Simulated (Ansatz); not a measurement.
Values for one crystal, relaxed and computed with r²SCAN in the plane-wave PAW code Ansatz; other levels are named.

```yaml
volume_per_atom: 12.86 Å³
electronic_character: metallic (no gap)
Gap with spin–orbit coupling: none (metallic)
Formation energy from the elements (no fitted shifts): -0.14 eV/atom
Bulk modulus (Birch–Murnaghan fit): 160 GPa
Density of states at the Fermi level: 0.24 states/eV per atom (mean over ±0.08 eV)
Pressure derivative B′: 4.8
```

Question: Pick the material that matches.
A) BeAu, P2_13 (Au on 4a, Be on 4a)
B) CaAu2, Imma (Ca on 4e, Au on 8h)
C) GaPt, P2_13 (Ga on 4a, Pt on 4a)
D) Tl2Au, I4/mcm (Au on 4a, Tl on 8h)

Answer: A, BeAu, P2_13 (Au on 4a, Be on 4a)

The workflow started from an entry of the Crystallography Open Database (COD). Whether it is the stable phase at ambient conditions was not checked. The cell was relaxed with r²SCAN under the symmetry of its start; whether a distortion lowers the energy is not shown. The references are the lowest solids computed at this level, not always the standard phases. Scalar-relativistic: spin–orbit coupling is off unless named, which matters more the heavier the elements.

Potentials: the later of the program's two PAW sets.
